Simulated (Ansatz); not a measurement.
A generated cell, not matched to a known phase here, of ReP: P-6m2 (No. 187), hP2; a = b = 3.3366 Å, c = 2.9861 Å, α = β = 90.00°, γ = 120.00°; Re 1a (0.000, 0.000, 0.000); P 1d (0.333, 0.667, 0.500). Calculation: PBE (plane waves to 420 eV, PAW, scalar-relativistic; Ansatz, a quantum-chemistry and plane-wave program). Element references, the lowest calculated here: P (Cmce), Re (P6₃/mmc).

What formation energy of this P-6m2 form of ReP from the elements does PBE give?

-0.13 eV/atom.

A lower structure of this composition may exist, and whether it forms at all is not checked here.

Static energies, no anion corrections, no zero-point energy. Values are rounded to 0.01 eV/atom. Not shown to be the ambient phase of their composition (a lower form may be missing, and a cell relaxed within its start's symmetry can be a saddle point): ReP (P-6m2). Spin-orbit coupling is missing from these energies, which matters for elements this heavy. The compounds carry no spin polarisation.
